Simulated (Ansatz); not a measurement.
A trial cell of CdRuC₄N₄, before relaxation:

```
Cd Ru C N
1.0
     5.95364    0.00000    0.00000
     0.00000    5.95364    0.00000
     0.00000    0.00000    5.95364
Cd Ru C N
1 1 4 4
Direct
  0.00000 0.00000 0.00000
  0.50000 0.50000 0.50000
  0.19405 0.19405 0.19405
  0.19405 0.80595 0.80595
  0.80595 0.19405 0.80595
  0.80595 0.80595 0.19405
  0.30751 0.30751 0.30751
  0.30751 0.69249 0.69249
  0.69249 0.30751 0.69249
  0.69249 0.69249 0.30751
```

These are results of DFT PBE, scalar-relativistic, plane waves, PAW (Ansatz), not measurements. Cutoff 420 eV, Gaussian smearing, Γ-centred meshes. Cell and atoms relax first on a coarse mesh and then on a finer one. In between, the cell is made exact in the group found at 0.06 Å. In metals the finer mesh still leaves noise of several meV/atom or more. The steps can't lower the symmetry of their start. Collinear spin, starting moments Ru 1.0 μB.

A guess keeps its type if space group and coordination stay and the shape of the cell changes little (axis ratios within about 15 %, angles within 6°); the volume may change.

Question: Does this structure survive the relaxation?

Answer: It keeps its type. The symmetry stays P-43m (No. 215). The volume per atom grows by 14.2 %, from 21.1 to 24.1 Å³. The shortest distance stays 1.17 Å (C–N). Counting neighbours within 15 % of an atom's shortest distance, the start has C 1, Cd 4, N 1, Ru 4 and the end C 1, Cd 4, N 1, Ru 4.

The last run used collinear spin, a 6×6×6 mesh for its 10-atom cell and Gaussian smearing of 0.10 eV. The magnetic state reached may not be the lowest. A structure relaxed within its symmetry needn't be a true minimum.
